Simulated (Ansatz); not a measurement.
RhPb, in the lowest among the structures calculated here: P6/mmm (No. 191), hP6; a = 5.663 Å, b = 5.663 Å, c = 4.442 Å, α = 90.00°, β = 90.00°, γ = 120.00°; Rh 3f (0.000, 0.500, 0.000); Pb 2d (0.333, 0.667, 0.500); Pb 1a (0.000, 0.000, 0.000). Calculation: PBEsol (plane waves to 420 eV, PAW, scalar-relativistic; Ansatz, a quantum-chemistry and plane-wave program). Element references, the lowest calculated here: Rh (Fm-3m), Pb (Fm-3m).

**Question.** Estimate the formation energy of this P6/mmm form of RhPb from the elements that PBEsol returns for this input.

**Answer.** -0.07 eV/atom.

Static energies, no anion corrections, no zero-point energy. Values are rounded to 0.01 eV/atom. Spin-orbit coupling is missing from these energies, which matters for elements this heavy. The compounds carry no spin polarisation.
